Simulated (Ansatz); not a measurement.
V$_{2}$O$_{3}$:
```cif
data_O6V4
_chemical_formula_sum 'O6 V4'
_space_group_name_H-M_alt 'P 1'
_space_group_IT_number 1
_cell_length_a 5.53265
_cell_length_b 5.53265
_cell_length_c 5.53265
_cell_angle_alpha 52.017
_cell_angle_beta 52.017
_cell_angle_gamma 52.017
loop_
_space_group_symop_operation_xyz
  'x, y, z'
loop_
_atom_site_label
_atom_site_type_symbol
_atom_site_fract_x
_atom_site_fract_y
_atom_site_fract_z
_atom_site_occupancy
O1 O 0.07437 0.42563 0.75000 1
O2 O 0.75000 0.07437 0.42563 1
O3 O 0.42563 0.75000 0.07437 1
O4 O 0.92563 0.57437 0.25000 1
O5 O 0.25000 0.92563 0.57437 1
O6 O 0.57437 0.25000 0.92563 1
V1 V 0.84038 0.84038 0.84038 1
V2 V 0.65962 0.65962 0.65962 1
V3 V 0.15962 0.15962 0.15962 1
V4 V 0.34038 0.34038 0.34038 1
```
The run is spin-polarised; directions of the spins, atom by atom: 0 0 0 0 0 0 ↑ ↑ ↑ ↑.

Relaxed with PBE.

Question: Which orbitals make up the states near the Fermi level in plane-wave PAW PBE (Ansatz code)?

Answer: Within 0.5 eV of the Fermi level: V 3d 88 %, O 2p 11 %. Projections are on Löwdin-orthogonalised atomic valence shells; empty p or d shells of many metals are not among them.

Question: Tabulate the density of states.

Answer: States/eV per cell of 10 atoms, in 0.25 eV bins, energy from the Fermi level.

```csv
E (eV),total,V 3d,O 2p,O 2s
-7.85,3.25,0.64,2.35,0.02
-7.60,8.58,1.69,6.22,0.05
-7.35,9.19,1.74,6.79,0.07
-7.10,8.86,1.79,6.63,0.06
-6.85,8.18,1.70,6.17,0.04
-6.60,8.47,1.97,6.22,0.05
-6.35,10.38,2.46,7.62,0.06
-6.10,11.15,2.56,8.31,0.05
-5.85,8.14,1.68,6.23,0.05
-5.60,7.63,1.32,6.06,0.06
-5.35,7.09,1.08,5.77,0.06
-5.10,7.69,1.15,6.34,0.05
-4.85,8.69,1.07,7.39,0.04
-4.60,6.76,0.77,5.81,0.04
-4.35,7.33,0.81,6.35,0.05
-4.10,7.71,0.80,6.76,0.04
-3.85,8.22,0.77,7.31,0.03
-3.60,5.43,0.35,4.99,0.01
-3.35,0.37,0.02,0.35,0.00
-3.10,0.00,0.00,0.00,0.00
-2.85,0.00,0.00,0.00,0.00
-2.60,0.00,0.00,0.00,0.00
-2.35,0.00,0.00,0.00,0.00
-2.10,0.00,0.00,0.00,0.00
-1.85,0.00,0.00,0.00,0.00
-1.60,1.66,1.53,0.11,0.00
-1.35,3.37,3.02,0.30,0.01
-1.10,1.98,1.77,0.18,0.01
-0.85,5.52,4.91,0.52,0.01
-0.60,9.68,8.53,1.01,0.03
-0.35,6.87,5.99,0.79,0.03
-0.10,3.10,2.74,0.31,0.02
0.15,3.92,3.45,0.41,0.02
0.40,10.51,9.27,1.08,0.04
0.65,10.02,8.65,1.19,0.04
0.90,8.46,7.58,0.75,0.04
1.15,6.52,5.87,0.56,0.04
1.40,5.93,5.29,0.53,0.04
1.65,9.37,8.39,0.82,0.06
1.90,12.84,10.90,1.35,0.41
2.15,5.81,4.51,0.87,0.30
2.40,5.21,3.90,0.87,0.32
2.65,8.25,6.23,1.33,0.50
2.90,8.85,6.44,1.77,0.45
3.15,6.89,4.86,1.59,0.28
3.40,7.82,5.34,2.08,0.23
3.65,6.45,4.36,1.82,0.14
3.90,5.61,3.78,1.63,0.09
4.15,3.44,2.33,1.00,0.04
4.40,1.86,1.24,0.56,0.01
4.65,0.12,0.05,0.02,0.02
```

Space group R-3c (corundum). The PBE relaxation kept the symmetry of its start. Spin order of the final state: ferromagnetic, chosen from 5 collinear starts compared on coarse meshes (ties went to the first, and starts can fall back to one state), not a proven ground state. No Hubbard U is applied. The compound may be a true metal, but semilocal functionals without U, or a wrong spin order, can also close a gap.

Potentials: the later of the program's two PAW sets.
